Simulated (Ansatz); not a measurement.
**CaAg$_{2}$Ge$_{2}$: do energies and stresses tell the same story?**

The calculation used DFT PBEsol, scalar-relativistic, plane waves, PAW in Ansatz.

Cutoff 420 eV; k points 12×12×12 on the computed 5-atom cell (Γ-centred); Gaussian smearing, width 0.10 eV; no spin polarisation.

Relaxed cell: I4/mmm, a = 4.292 Å, b = 4.292 Å, c = 10.767 Å, α = 90.00°, β = 90.00°, γ = 90.00°, 5 atoms in the primitive cell. Whether it is the stable form of this composition wasn't checked.

Energies at zero smearing and pressures from the stress tensor, at volumes with shape and atoms relaxed:
```tsv
V (Å³/atom)	E − E(first) (meV/atom)	P (GPa)
17.456	0.00	13.28
18.051	-41.25	9.05
18.646	-68.14	5.50
19.241	-82.91	2.52
19.836	-87.47	0.00
20.431	-83.46	-2.09
21.026	-72.31	-3.85
21.820	-48.29	-5.75
```

Q: Check P = −dE/dV between neighbouring volumes, and get the bulk modulus from the pressures alone.

A: With 1 eV/Å³ = 160.2 GPa:
| middle V (Å³/atom) | −ΔE/ΔV (GPa) | mean P (GPa) |
| --- | --- | --- |
| 17.753 | 11.107 | 11.168 |
| 18.348 | 7.238 | 7.277 |
| 18.943 | 3.977 | 4.009 |
| 19.539 | 1.228 | 1.259 |
| 20.134 | -1.080 | -1.046 |
| 20.729 | -3.002 | -2.973 |
| 21.423 | -4.849 | -4.801 |

The two differ by 0.06 GPa at most. The mean of two end pressures misses the average over a step by about ΔV² P″/12, up to 0.06 GPa here; with that taken off 0.01 GPa remains. Around V = 19.836 Å³/atom, the two neighbours give B = −V ΔP/ΔV = 19.836 × 4.61 / 1.190 = 76.8 GPa, against B0 = 76.4 GPa from the Birch–Murnaghan fit of the energies.